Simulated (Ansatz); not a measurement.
Ti (hcp, Mg type)

```
Ti
1.0
    2.93588     0.00000     0.00000
   -1.46794     2.54255     0.00000
    0.00000     0.00000     4.63656
Ti
2
Direct
  0.33333   0.66667   0.75000
  0.66667   0.33333   0.25000
```

The slice is a (0001) plane (indices of the conventional cell) through the point (0.667, 0.333, 0.250) (fractional), spanned by u = [110] and v = [1 -1 0] in vectors of this cell: u (2.94 Å) and v (5.09 Å, at 90° to u). It covers one period; positions are fractions (u, v).

Calculation: r2SCAN (plane waves to 500 eV, PAW, scalar-relativistic; Ansatz, a program for electronic structure). k mesh 18×18×10. Near the nuclei the fields are pseudised (PAW); where an atom keeps semicore shells as valence, they peak there. Ti is run without spin polarisation. Ti was relaxed with its symmetry unable to fall.

Task: What is the ELF at the midpoint of the shortest Ti–Ti line in this plane (2.94 Å)?

Result: 0.28.

Task: What is the valence density on the shortest Ti–Ti line in this plane (2.94 Å), at its midpoint?

Result: 0.19 e/Å³.

Task: Sketch the valence electron density on this plane as a map.

Result: 
```
|@@@%*=:     :=*%@@|
|@@%#+-.     .-+#%@|
|%%#*=:.     .:=*#%|
|#*+=:.       .:=+*|
|==-:.         .:-=|
|:::.           .::|
|....           ...|
|...             ..|
|...             ..|
|........:::.......|
|......:-===-:.....|
|....:-=**#**=-:...|
|....:=*#%%%#*=:...|
|  .:-+#%@@@%#+-:. |
|  .:=*%@@@@@%*=:. |
|  .:=*%@@@@@%*=:. |
|   :=*%@@@@@%*=:  |
|   .-+#%@@@%#+-.  |
|   .:=*#%%%#*=:.  |
|    .:=+*#*+=:.   |
|     .:-===-:.    |
|      .:::::.     |
|      .......     |
|       .....      |
|       .....      |
|::...............:|
|==-:...........:-=|
|#**=-:.......:-=**|
|%%#*=:.......:=*#%|
|@@%#+-:.   .:-+#%@|
|@@@%*=:.   .:=*%@@|
|@@@%*=:.   .:=*%@@|
```
Scale: ten equal steps from -0.82 (start of ' ') to 1.01 (end of '@'), in the order ' .:-=+*#%@'. Values: log₁₀ of the valence density in e/Å³. The map has 18 points along u (one character each, u = 0 at the left) and 32 along v (v = 0 in the bottom row). The scale is logarithmic, as a density can span decades between atoms and voids.
